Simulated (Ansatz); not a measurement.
ZnAg in space group P-6m2 (No. 187; Zn on 1a, Ag on 1d) at seven volumes, plane-wave PAW LDA (Ansatz code), shape and atoms relaxed at each. One row is withheld.

```
V (Å³/atom)  P (GPa)
-----------  -------
13.438             ?
13.881          9.07
14.324          4.08
14.767          0.00
15.210         -3.34
15.653         -6.11
16.096         -8.38
```

Problem. Fit the shown pressures and predict the withheld one.

Solution. Third-order Birch–Murnaghan: P = (3/2)B₀(x^(7/2) − x^(5/2))[1 + (3/4)(B′ − 4)(x − 1)] with x = (V₀/V)^(2/3). Least squares on the six rows gives V₀ = 14.768 Å³/atom, B₀ = 123.3 GPa, B′ = 5.53. At V = 13.438, x = 1.0649 and P = 15.10 GPa. The run itself gave 15.17 GPa.

The workflow started from a Materials Project entry (that database holds measured and hypothetical structures alike); the Crystallography Open Database copy checked does not list it. COD files the formula under space group No. 221. With Zn and Ag taken as one species the cell has the higher symmetry P6_3/mmc, so it may be an ordered model of a mixed-site phase. Whether it is the stable phase at ambient conditions was not checked. The cell was relaxed with LDA under the symmetry of its start; whether a distortion lowers the energy is not shown. The run is not spin-polarised.

Potentials: the later of the program's two PAW sets.
